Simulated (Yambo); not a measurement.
Yambo run on AgI (space group P4/nmm, No. 129). The wavefunctions are norm-conserving PBEsol (Quantum ESPRESSO, 82 Ry, scalar-relativistic) ones on a 2×2×2 mesh (26 occupied bands); a = b = 4.392 Å, c = 6.219 Å, α = β = γ = 90.00°.

Yambo input:

```
rim_cut
gw0
dyson
el_el_corr
HF_and_locXC
cohsex
em1s
RandQpts= 1000000
RandGvec= 1 Ry
EXXRLvcs= 82 Ry
VXCRLvcs= 328 Ry
Chimod= "HARTREE"
% BndsRnXs
 9 | 194 |
%
NGsBlkXs= 7 Ry
% LongDrXs
 1.0 | 1.0 | 1.0 |
%
ExtendOut
% QPkrange
 1 | 1 | 26 | 27 |
%
```

k points by index: 1 = Γ.

Table of the .qp output:

```
#    K-point    Band    Eo [eV]    E [eV]    E-Eo [eV]    Vxc [eV]    Vnlxc [eV]    Sc|Eo [eV]    Re(Z)    Im(Z)
#
    1    26    0.000000    -2.333973    -2.333973    -15.59179    -18.85322    0.927457    1.000000    0.000000
    1    27    1.110525    0.046139    -1.064385    -9.854476    -5.668377    -5.250485    1.000000    0.000000
```
(The two width columns are left out.) Convergence of these settings isn't established.

Spin-orbit coupling is not included.

Geometry relaxed with PBE+D3(BJ).

This is not the ordinary phase of the substance; no match was found in the copy of COD used, and its stability was not checked.
